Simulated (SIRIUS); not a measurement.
A self-consistent single point of Ag (P1, 4 atoms in the cell; from Materials Project mp-10597, changed as shown) with SIRIUS.

Computed with LDA (PW92), FP-LAPW (LAPW with two local orbitals a valence shell; core below -3 Ha), all-electron full potential with ZORA scalar-relativistic valence and Dirac core (SIRIUS).

The change in words: atoms moved at random. Reference geometry (P6_3/mmc):
```xyz
4
Lattice="2.9223 0.0000 0.0000 0.0000 5.0616 0.0000 0.0000 0.0000 4.7017" Properties=species:S:1:pos:R:3 pbc="T T T"
Ag     0.0000     1.6872     1.1754
Ag     1.4611     0.8436     3.5262
Ag     1.4611     4.2180     1.1754
Ag     0.0000     3.3744     3.5262
```

Reference input (self-consistent single point, DFT, LDA (PW92), FP-LAPW (LAPW with two local orbitals a valence shell; core below -3 Ha), all-electron full potential with ZORA scalar-relativistic valence and Dirac core): parameters.ngridk = 12 6 8; basis = LAPW with two local orbitals a valence shell, core below -3 Ha; unit_cell.atom_type_rmt = {Ag: 2.4} bohr; parameters.xc_functionals = [XC_LDA_X, XC_LDA_C_PW]; parameters.aw_cutoff = 7; parameters.pw_cutoff = 16 1/bohr; parameters.smearing = fermi_dirac; parameters.smearing_width = 0.00367493 Ha; parameters.electronic_structure_method = full_potential_lapwlo; parameters.lmax_apw = 8; parameters.lmax_rho = 8; parameters.lmax_pot = 8. This run's input differs from it in these lines:

```diff
@@ -51,6 +51,6 @@
       "Ag": [
-        [0.0, 3.1883250917, 2.2212124328],
-        [2.761173327, 1.5941673283, 6.6636372983],
-        [2.761173327, 7.9708175117, 2.2212124328],
-        [0.0, 6.3766597484, 6.6636372983]
+        [-0.0246241437, 3.1320447209, 2.2550370557],
+        [2.732562049, 1.6329437769, 6.6994165882],
+        [2.7626201818, 7.9633089986, 2.1556422418],
+        [0.0517885669, 6.4016721837, 6.6596035766]
       ]
```

The program printed (abridged):

```
[find] density tolerance         : 1e-06
[find] total energy tolerance    : 1e-07
[find] iter_solver_tol (initial) : 0.01
[find] iter_solver_tol (target)  : 1e-13
[find] num_dft_iter              : 100
Charges and magnetic moments
--------------------------------------------------------------------------------
atom      charge    core leakage
--------------------------------------------------------------------------------
   0   45.666873    0.000000e+00
   1   45.668474    0.000000e+00
   2   45.666497    0.000000e+00
   3   45.664937    0.000000e+00

total core leakage    : 0.00000000e+00
interstitial charge   : 5.333219
   [... lines left out ...]
[find]    3   45.468431    1.191483e-03
[find] total core leakage    : 4.76661320e-03
[find] interstitial charge   : 6.114741
[find] total charge          : 187.995230
[find] Energy
[find] smearing (-TS)                 :      -0.00119962
[find] Total energy                   :  -21249.69091416 (Ha),  -42499.38182831 (Ry)
[find] Free energy (E-TS)             :  -21249.69211378 (Ha),  -42499.38422756 (Ry)
[find] band gap (eV)                  :       0.00000000
[find] Efermi                         :       0.22904789
[find] iteration : 13, RMS (target) : 3.2509e-07 (1.0000e-06) , energy difference (target) : -9.3496e-10 (1.0000e-07)
[find] converged after 14 SCF iterations!
Warning in function "check_num_electrons" at src/density/density.cpp:1179
wrong number of electrons
  obtained value : 187.995
  target value : 188
  difference : 0.0047704
  total core leakage : 0.00476661
    atom class : 0, core leakage : 0.00119166
    atom class : 1, core leakage : 0.00119182
    atom class : 2, core leakage : 0.00119164
    atom class : 3, core leakage : 0.00119148
[find] Charges and magnetic moments
[find] atom      charge    core leakage
[find]    0   45.470293    1.191663e-03
[find]    1   45.471829    1.191823e-03
[find]    2   45.469936    1.191644e-03
[find]    3   45.468431    1.191483e-03
[find] total core leakage    : 4.76661320e-03
[find] interstitial charge   : 6.114741
[find] total charge          : 187.995230
[find] Energy
   [... lines left out ...]
[find] Free energy (E-TS)             :  -21249.69211378 (Ha),  -42499.38422756 (Ry)
[find] band gap (eV)                  :       0.00000000
   [... lines left out ...]
[find] Efermi                         :       0.22904789
[ground_state] ==== total Forces in Ha/bohr =====
[ground_state] atom:    0, force:       0.0001160      0.0024516     -0.0002093
[ground_state] atom:    1, force:       0.0008634     -0.0008756     -0.0015833
[ground_state] atom:    2, force:       0.0003195     -0.0012047      0.0035092
[ground_state] atom:    3, force:      -0.0012989     -0.0003713     -0.0017166
```

The run converged in 14 iterations. Against the reference run the free energy goes up by 2.0 meV/atom and the largest force goes from 0.007 to 0.191 eV/Å.

The structure comes from a collection of computed structures, made at another level of theory; the collection holds predicted forms beside known ones. Values depend on the basis (sphere radii, cutoffs, local orbitals), which need not be converged.

Cost on one core: about 8 core-minutes (a rough figure).

The gap that the log prints is read on the run's mesh, which can miss the band edges or a crossing.
